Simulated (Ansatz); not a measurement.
## Elastic constants of Ge: input and output

Method: Ansatz, DFT PBEsol, scalar-relativistic, plane waves, PAW.

Launched with:
```bash
ansatz run input.yaml --threads 1 --pin off --max-ram 4096MiB --backend cpu --events-out ev --progress --plain --runs-dir out
```

Input (bare energies are in eV):
```yaml
crystal:
  lattice:
    - [0.0, 2.8387418917, 2.8387418917]
    - [2.8387418917, 0.0, 2.8387418917]
    - [2.8387418917, 2.8387418917, 0.0]
  atoms:
    - { symbol: Ge, position: [0.0, 0.0, 0.0] }
    - { symbol: Ge, position: [0.25, 0.25, 0.25] }
basis:
  ecutwfc: 420
kpoints:
  mp_grid: { grid: [14, 14, 14] }
hamiltonian:
  xc: pbesol
scf:
  occupations: { method: fermi_dirac, width: 0.15 }
output:
  forces: true
  stress: true
  eigenvalues: true
elastic:
  mode: relaxed_ion
  amplitude: 0.005
```

From the output:
```
--- Elastic constants: 2 strain directions × 4 members + reference (group order 48) ---
  dense FFT box of the reference and of every strained cell: 27×27×27
  strains applied: 11, 23; error gains: componentwise 1.00 (the most a stress slope's error grows in a printed constant), spectral 1.73 (1 for all six strains in a standard setting)
  C = ∂σ_k/∂η_j (tension-positive GPa; Voigt order 11 22 33 23 13 12):
       112.006     43.867     43.867      0.000      0.000     -0.000
        43.867    112.006     43.867      0.000      0.000      0.000
        43.867     43.867    112.006     -0.000      0.000      0.000
         0.000     -0.000     -0.000     55.988      0.000     -0.000
         0.000     -0.000     -0.000     -0.000     55.988      0.000
         0.000     -0.000      0.000      0.000     -0.000     55.988
  reference stress σ⁰ (GPa):      0.000      0.000      0.000      0.000     -0.000     -0.000
  C* (energy form; C + prestress term) asymmetry max|C*_kj − C*_jk| = 1.421e-14 GPa — a small one proves nothing (zero by symmetry where the batch's group is 432, −43m or m−3m); a large one is finite-difference/SCF noise where every solve ...
  moduli (Voigt/Reuss/Hill, GPa): K = 66.58/66.58/66.58   G = 47.22/44.53/45.87   E = 111.92   ν = 0.220
  mechanically stable: yes (min eigenvalue of sym C = 55.99 GPa)
  strain η (Voigt 11):  stress-route row diagonal C_11 = 112.01 GPa, energy-path curvature d²(F+E_count+ΔE)/dδ²/Ω₀ = 110.51 GPa
    cells at ±δ against ±2δ: C11 111.99 and 111.93 GPa, apart by 0.05 % of the column's largest entry
         δ    σ_11 (GPa) F (eV) n_scf n_hpsi n_pw
    -1.000e-2      -1.1344       -8506.9951157       9   92075    907   relax 0 steps, max|allowed force component| 5.20e-17 eV/Å
    -5.000e-3      -0.5636       -8506.9963271       5   71207    909   relax 0 steps, max|allowed force component| 4.51e-17 eV/Å
     5.000e-3       0.5563       -8506.9963210       6   87094    934   relax 0 steps, max|allowed force component| 4.86e-17 eV/Å
     1.000e-2       1.1041       -8506.9951335      10   91526    934   relax 0 steps, max|allowed force component| 5.20e-17 eV/Å
  strain η (Voigt 23):  stress-route row diagonal C_44 = 55.99 GPa, energy-path curvature d²(F+E_count+ΔE)/dδ²/Ω₀ = 54.55 GPa
    cells at ±δ against ±2δ: C44 55.98 and 55.95 GPa, apart by 0.05 % of the column's largest entry
         δ    σ_23 (GPa) F (eV) n_scf n_hpsi n_pw
    -1.000e-2      -0.5595       -8506.9959236       3   85387    918   relax 3 steps, max|allowed force component| 1.39e-6 eV/Å
    -5.000e-3      -0.2799       -8506.9965226       3   85398    918   relax 2 steps, max|allowed force component| 2.06e-5 eV/Å
     5.000e-3       0.2799       -8506.9965226       3   85400    918   relax 2 steps, max|allowed force component| 8.32e-10 eV/Å
     1.000e-2       0.5595       -8506.9959236       4  107300    918   relax 2 steps, max|allowed force component| 2.07e-5 eV/Å
```

Time: 3 min on 1 thread of Intel(R) Xeon(R) Platinum 8488C (Sapphire Rapids), with other jobs on the host, peak memory 0.65 GiB.

Without a gap, frequencies and elastic constants depend on the k mesh and the smearing, soft modes and shear constants most.

The bands only touch here, so at this level the crystal is a zero-gap semiconductor or semimetal, not an ordinary metal; spin–orbit coupling, left out, can open or move such a gap.